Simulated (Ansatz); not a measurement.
MnZn (Pm-3m): spiral energies by the generalised Bloch theorem

The geometry is a structure as deposited in COD, held fixed and not relaxed.

Settings: LDA, 12×12×12 k mesh, Fermi–Dirac smearing of 0.03 eV. PAW means Ansatz 0.2.0 on its default frozen-core files; LAPW is all-electron LAPW in Ansatz 0.2.0. Site moments are integrated in spheres about the atoms, whose radii differ between the methods.

The first input and its command:

```yaml
crystal:
  lattice:
    - [3.07, 0.0, 0.0]
    - [0.0, 3.07, 0.0]
    - [0.0, 0.0, 3.07]
  atoms:
    - { symbol: Mn, position: [0.0, 0.0, 0.0], spin: 3.0, spin_axis: [1.0, 0.0, 0.0] }
    - { symbol: Zn, position: [0.5, 0.5, 0.5] }
magnetization:
  noncollinear: true
  spin_spiral: { q: [0.0, 0.0, 0.0] }
kpoints:
  mp_grid: { grid: [12, 12, 12] }
scf:
  occupations: { method: fermi_dirac, width: 0.03 }
  lower_state_search: "off"
hamiltonian:
  xc: lda
  pseudopotentials: { kind: paw }
output:
  eigenvalues: false
```

Command: `ansatz run input.yaml --threads 2 --pin off --max-ram 5120MiB --backend cpu --events-out ev --progress --plain --runs-dir out`

The input for «spiral at 0.5 of the way from Γ to M» by LAPW differs from it in these lines, output keys apart:

```diff
-  spin_spiral: { q: [0.0, 0.0, 0.0] }
+  spin_spiral: { q: [0.25, 0.25, 0.0] }
-  mp_grid: { grid: [12, 12, 12] }
+  mp_grid: { grid: [12, 12, 12], shift: [0.5, 0.5, 0.0] }
-  pseudopotentials: { kind: paw }
+  pseudopotentials: { kind: all_electron, lapw: { basis_error: 0.001 } }
```

Flat spirals without spin–orbit coupling: moments start in the xy plane and turn about z by q·R from cell to cell, and their directions inside a cell are free. q runs from Γ to M = (0.500, 0.500, 0.000) in reciprocal cell vectors. Energies count from each method's run at q = 0. Each q is a vector of the k mesh, and the mesh is shifted by q/2 where needed, so that both spin components are sampled on the same points as at q = 0.

Question: Where along the line is the energy lowest?

Answer: q = 0 is the lowest point of the line, so the state at q = 0 is stable against these spirals.
| fraction of Γ–M | |q| (1/Å) | ΔF PAW (meV/cell) | ΔF LAPW (meV/cell) | largest moment, PAW (μB) |
| --- | --- | --- | --- | --- |
| 0.000 | 0.000 | 0.0 | 0.0 | 3.01 |
| 0.167 | 0.241 | +2.2 | – | 3.05 |
| 0.333 | 0.482 | +17.5 | +17.7 | 3.08 |
| 0.500 | 0.724 | +54.3 | +54.6 | 3.13 |
| 0.667 | 0.965 | +106.9 | – | 3.16 |
| 0.833 | 1.206 | +160.4 | – | 3.16 |
| 1.000 | 1.447 | +183.2 | – | 3.17 |

Question: The line ends at half a reciprocal vector. Fit ΔF(f) = A₁(1 − cos πf) + A₂(1 − cos 2πf) to the PAW points, leaving out f = 0.667. What does it give?

Answer: A₁ = +91.3 and A₂ = -18.7 meV/cell, with a worst miss of 0.7 meV. At f = 0.667 the fit gives +109.1 meV against the computed +106.9. In a Heisenberg model A₁ and A₂ sum the couplings to the first and second lattice planes normal to q.

Question: A further pair of PAW runs: cone of 15 degrees at 0.167 of the way from Γ to M (directions held, energy taken at the target), against the same at q = 0. What is the energy difference?

Answer: +0.2 meV/cell, with a largest moment of 3.01 μB.

The PAW files were made with PBE; the program remakes their cores once for the run's functional and then keeps them frozen. The Ansatz runs typed with the search for lower states off end where their start leads. The magnetic state is the one that this cell and start allow. It needn't be the compound's measured order, which may need a larger cell or be absent.
